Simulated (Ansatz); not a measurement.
KTaO3 (cubic perovskite, Pm-3m), a = b = c = 3.984 Å, α = β = γ = 90.00°.

Relaxed with the program Ansatz at the PBEsol level (PAW). Indices refer to the conventional cell of Pm-3m, a = b = c = 3.984 Å, α = β = γ = 90.00°.

Problem. Simulate the powder diffraction pattern (Cu Kα, λ = 1.54184 Å; lines above 1 %) up to 2θ = 90°.

Solution. Simulated powder pattern, Cu Kα, λ = 1.54184 Å (kinematic, ideal powder, no thermal factors, no anomalous dispersion; the 30 strongest lines at most, above 1 %, up to 2θ = 90°):

```json
[
 {"2θ (°)": "22.31", "d (Å)": "3.984", "I/Imax (%)": "69", "hkl": "(100)"},
 {"2θ (°)": "31.76", "d (Å)": "2.817", "I/Imax (%)": "100", "hkl": "(110)"},
 {"2θ (°)": "39.16", "d (Å)": "2.300", "I/Imax (%)": "8.0", "hkl": "(111)"},
 {"2θ (°)": "45.54", "d (Å)": "1.992", "I/Imax (%)": "32", "hkl": "(200)"},
 {"2θ (°)": "51.27", "d (Å)": "1.782", "I/Imax (%)": "32", "hkl": "(210)"},
 {"2θ (°)": "56.58", "d (Å)": "1.627", "I/Imax (%)": "40", "hkl": "(211)"},
 {"2θ (°)": "66.36", "d (Å)": "1.409", "I/Imax (%)": "19", "hkl": "(220)"},
 {"2θ (°)": "70.97", "d (Å)": "1.328", "I/Imax (%)": "16", "hkl": "(221)+(300)"},
 {"2θ (°)": "75.45", "d (Å)": "1.260", "I/Imax (%)": "18", "hkl": "(310)"},
 {"2θ (°)": "79.85", "d (Å)": "1.201", "I/Imax (%)": "4.8", "hkl": "(311)"},
 {"2θ (°)": "84.18", "d (Å)": "1.150", "I/Imax (%)": "6.6", "hkl": "(222)"},
 {"2θ (°)": "88.48", "d (Å)": "1.105", "I/Imax (%)": "7.4", "hkl": "(320)"}
]
```

The cell was relaxed with PBEsol under the symmetry of its start. The run is not spin-polarised. Scalar-relativistic: spin–orbit coupling is off unless named, which matters more the heavier the elements.

Potentials: the earlier of the program's two PAW sets.
